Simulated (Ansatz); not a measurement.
SiC3 in space group P-4m2 (No. 115; C on 1a, C on 2g, Si on 1c) at seven volumes, the program Ansatz at the PBEsol level (PAW), shape and atoms relaxed at each. One row is withheld.

```csv
V (Å³/atom),P (GPa)
7.221,32.53
7.459,20.06
7.697,9.29
7.935,-0.01
8.173,-8.04
8.411,?
8.649,-20.96
```

**Question.** Fit the shown pressures and predict the withheld one.

**Answer.** Third-order Birch–Murnaghan: P = (3/2)B₀(x^(7/2) − x^(5/2))[1 + (3/4)(B′ − 4)(x − 1)] with x = (V₀/V)^(2/3). Least squares on the six rows gives V₀ = 7.935 Å³/atom, B₀ = 287.5 GPa, B′ = 3.88. At V = 8.411, x = 0.9619 and P = -14.96 GPa. The run itself gave -14.98 GPa.

The start of the workflow was typed in or built on a structure type; neither database checked (COD, Materials Project) lists it. Whether it is the stable phase at ambient conditions was not checked. The PBEsol relaxation kept the symmetry of its start; its stability against distortions is not shown here. Its formation energy is positive at this level, so the cell may be metastable or incomplete.

Potentials: the earlier of the program's two PAW sets. The files were generated under PBE; for other functionals the program regenerates the frozen cores, and for LDA and PBEsol the local potential too.
